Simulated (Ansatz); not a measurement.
Sb: frozen-core PAW against all-electron methods

```
Sb
1.0
     2.15060    1.24165    3.74400
    -2.15060    1.24165    3.74400
     0.00000   -2.48330    3.74400
Sb
2
Direct
  0.23364 0.23364 0.23364
  0.76636 0.76636 0.76636
```

Atom numbers follow the list: Sb1, Sb2.

Conventional cell: a = 4.301 Å, b = 4.301 Å, c = 11.232 Å, α = 90.00°, β = 90.00°, γ = 120.00°. Sb (atom 1) is surrounded by 3 Sb at 2.90 Å.

Structure: COD 9009654, as refined from experiment and not relaxed.

Spin–orbit coupling is left out, though it moves levels of the heavy atoms by tenths of an eV or more.

Levels of theory: DFT, PBEsol, PAW with Ansatz's default frozen-core files, scalar-relativistic (Ansatz 0.2.0); DFT, PBEsol, all-electron PAW with datasets made for the crystal, scalar-relativistic (Ansatz 0.2.0); DFT, PBEsol, all-electron LAPW, scalar-relativistic (Ansatz 0.2.0).

For PAW: a Γ-centred 9×9×9 k mesh, Fermi–Dirac smearing of 0.05 eV, cutoff 420 eV, no spin polarisation; the PAW files were made with PBE, and the program remakes their frozen cores for this functional. The crystal-made all-electron datasets (AE datasets) take a cutoff of 140 eV at this cell. LAPW targets a basis error of 0.5 meV/atom. The Ansatz runs share mesh, smearing and spin set-up. Plane-wave (PAW) pressures include the program's estimate of the Pulay term.

Stress and pressure are positive in compression.

Levels count from the Fermi level.

```
                       quantity     PAW  AE datasets    LAPW
                 pressure (GPa)    0.42         0.43    0.43
                stress xx (GPa)    0.58         0.59    0.59
                stress zz (GPa)    0.09         0.09    0.10
         force on Sb1, z (eV/Å)   0.144        0.144   0.144
 highest filled level at T (eV)  -0.481       -0.480  -0.480
   lowest empty level at T (eV)   0.124        0.122   0.122
highest filled level at H2 (eV)  -0.709       -0.711  -0.711
  lowest empty level at H2 (eV)   0.694        0.694   0.694
highest filled level at S0 (eV)  -2.938       -2.940  -2.940
  lowest empty level at S0 (eV)   2.842        2.840   2.840
```
